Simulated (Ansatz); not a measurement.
Method: DFT PBE, scalar-relativistic, plane waves, PAW in Ansatz. All cells share a 420 eV cutoff and Γ-centred k meshes spaced at most about 0.3 Å⁻¹ (about 0.25 or finer for metals, 2π included). No spin polarisation in the final relaxations.

All energies are static (0 K, no zero-point motion).

Compare these two cells of CsPtS, each relaxed at this level.

A.

```xyz
6
Lattice="4.0825 0.0000 0.0000 -2.0413 3.5356 0.0000 0.0000 0.0000 11.4284" Properties=species:S:1:pos:R:3 pbc="T T T"
Cs    0.0000    0.0000    0.0000
Cs    0.0000    0.0000    5.7142
Pt    0.0000    2.3570    2.8571
Pt    2.0413    1.1785    8.5713
S     0.0000    2.3570    8.5713
S     2.0413    1.1785    2.8571
```

B.

```xyz
3
Lattice="3.5992 0.0000 0.0000 0.0000 3.5992 0.0000 0.0000 0.0000 6.2666" Properties=species:S:1:pos:R:3 pbc="T T T"
Cs    0.0000    0.0000    0.0000
Pt    0.0000    0.0000    3.1333
S     1.7996    1.7996    3.1333
```

Question: Which would you expect to be lower, and how large is the difference?

Answer: A is lower, by 0.38 eV/atom. A has space group P6_3/mmc (No. 194), 27.5 Å³/atom and no gap on its mesh; B has space group P4/mmm (No. 123), 27.1 Å³/atom and no gap. Counting S atoms around Cs and Pt (those within 1.25 times the shortest such distance or 1.15 times the sum of covalent radii, 1.27 where that leaves under three), A has Cs 6, Pt 3 and B has Cs 8, Pt 4. In A, Cs has 6 Pt at 3.70 Å, 6 S at 3.70 Å and 6 Cs at 4.08 Å; around Pt lie 3 S at 2.36 Å, 6 Cs at 3.70 Å and 6 Pt at 4.08 Å; S is surrounded by 3 Pt at 2.36 Å and 6 Cs at 3.70 Å. In B, around Cs lie 2 Pt at 3.13 Å, 4 Cs at 3.60 Å, 8 S at 4.04 Å, 8 Pt at 4.77 Å and 4 Cs at 5.09 Å; Pt is surrounded by 4 S at 2.55 Å, 2 Cs at 3.13 Å and 4 Pt at 3.60 Å; S is surrounded by 4 Pt at 2.55 Å, 4 S at 3.60 Å and 8 Cs at 4.04 Å. Both come from invented guesses.

These runs have no spin–orbit coupling, which can matter for Pt. In P4/mmm an odd number of electrons in the primitive cell allows no gap without spin; a larger cell or a magnetic state could open one. A magnetic state wasn't ruled out in cells without spin, among them P6_3/mmc. Cells relaxed within their symmetry can be saddle points.
